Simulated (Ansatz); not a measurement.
This Ga3Sb structure is the end of a relaxation. The cell was found from a structure generator's guess, not taken from experiment.

All numbers below come from DFT PBE, scalar-relativistic, plane waves, PAW (Ansatz). Cutoff 420 eV, Γ-centred mesh, Gaussian smearing, no spin polarisation.

```
CELL_PARAMETERS angstrom
5.76336 0.00000 0.00000
-2.88168 4.99122 0.00000
0.00000 0.00000 3.11229
ATOMIC_POSITIONS crystal
Ga 0.50000 0.00000 0.00000
Ga 0.00000 0.50000 0.00000
Ga 0.50000 0.50000 0.00000
Sb 0.00000 0.00000 0.50000
```

Energies over the elements count from the elements' standard structures at the same level, with no fitted energy shifts.

(1) Find its symmetry and describe it.

(2) How far does it lie from the elements in energy?

(3) Is it a metal?

Answers

(1) P6/mmm (No. 191). Conventional cell: a = 5.763 Å, c = 3.112 Å. Ga has 4 Ga at 2.88 Å, 2 Ga at 3.11 Å and 4 Sb at 3.28 Å; Sb is surrounded by 2 Sb at 3.11 Å and 12 Ga at 3.28 Å.

(2) +0.10 eV/atom. It can't be a ground state, since the elements alone are lower.

(3) Yes, bands cross the Fermi level on the 12×12×14 mesh.

The last run used a 12×12×14 mesh (in the run's order of axes) for its 4-atom cell and Gaussian smearing of 0.10 eV. Spin–orbit coupling, which can matter for Sb, is left out. A structure relaxed within its symmetry needn't be a true minimum. Another cell of Ga3Sb relaxed alike, in P-3m1, lies 43 meV/atom lower, so this cell isn't the stable form at this level.
